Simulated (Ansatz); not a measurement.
TiAs:
```
TiAs
1.0
    3.18330     0.00000     0.00000
    0.00000     3.18330     0.00000
    0.00000     0.00000     3.18330
Ti As
1 1
Direct
  0.00000   0.00000   0.00000
  0.50000   0.50000   0.50000
```

Relaxed with r²SCAN. Special points in fractions of this cell's reciprocal vectors: Γ (0.000, 0.000, 0.000); X (0.000, 0.500, 0.000); M (0.500, 0.500, 0.000); R (0.500, 0.500, 0.500).

Task: List the band energies nearest the Fermi level at these points for r²SCAN with spin–orbit coupling (plane waves, PAW; program Ansatz).

Result: In eV from the Fermi level; about four levels below and three above (degenerate sets whole), none deeper than 8.9 eV; points with the same levels are listed once.

```
k                    below                          above
-  -----------------------  -----------------------------
Γ  -1.31 -1.31 -1.31 -1.31  0.51 0.51 0.87 0.87 0.87 0.87
X  -0.92 -0.92 -0.49 -0.49            2.24 2.24 2.86 2.86
M  -4.62 -4.62 -1.28 -1.28            0.98 0.98 1.00 1.00
R  -5.01 -5.01 -5.01 -5.01            2.93 2.93 2.93 2.93
```

Space group Pm-3m (CsCl type). A made-up cell: these elements were put on the sites of a structure type; neither database checked (COD, Materials Project) lists it. COD files the formula under space group No. 194, so this cell is another polymorph or a model. Its standing as an ambient phase is unchecked. Symmetry was held in the r²SCAN relaxation. At this level the phase is mechanically unstable. The run is not spin-polarised.

Potentials: the earlier of the program's two PAW sets.
